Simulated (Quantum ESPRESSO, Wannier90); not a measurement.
Tight-binding from DFT: SiC (wurtzite)

```
begin unit_cell_cart
ang
    3.0735101131    0.0000000000    0.0000000000
   -1.5367550566    2.6617378367    0.0000000000
    0.0000000000    0.0000000000    5.0452500000
end unit_cell_cart
begin atoms_frac
Si   0.3333333333 -0.3333333333  0.4996000000
Si  -0.3333333333  0.3333333333 -0.0004000000
C    0.3333333333 -0.3333333333 -0.1246000000
C   -0.3333333333  0.3333333333  0.3754000000
end atoms_frac
```

Cell from Materials Project (mp-7140), symmetrised, no further relaxation. COD (Crystallography Open Database) has the formula in 5 space groups, this one among them (matched by group alone). Method: PBEsol plane waves in Quantum ESPRESSO 7.5 (PseudoDojo norm-conserving files, 66 Ry, no spin polarisation, no spin-orbit coupling), Bloch states on a 12×12×6 mesh through Γ, Wannier90 4.0.1. Density: 12×12×6 mesh, cold smearing 0.01 Ry.

Bands 1-8 form an isolated set from -15.62 to 0.00 eV relative to the valence-band maximum (on the path) and are turned into 8 Wannier functions by minimising the spread from the start: s functions at the bond centres.

Centres (Cartesian, Å; one of the equivalent choices) and spreads:

```tsv
n	x	y	z	spread (Å²)	nearest atom
1	-1.012	1.190	2.117	1.220	C4
2	1.537	0.282	2.117	1.220	C4
3	1.537	-0.887	-1.276	1.251	C3
4	1.012	1.190	2.117	1.220	C4
5	-0.525	1.472	-0.406	1.220	C3
6	0.525	1.472	-0.406	1.220	C3
7	-1.537	0.887	1.247	1.251	C4
8	1.537	-0.282	-0.406	1.220	C3
```

Ω_I = 8.57 Å², Ω_total = 9.82 Å²; the interpolated bands follow pw.x to 0.5 meV rms on the path. It is the lowest total spread that any start reached here.
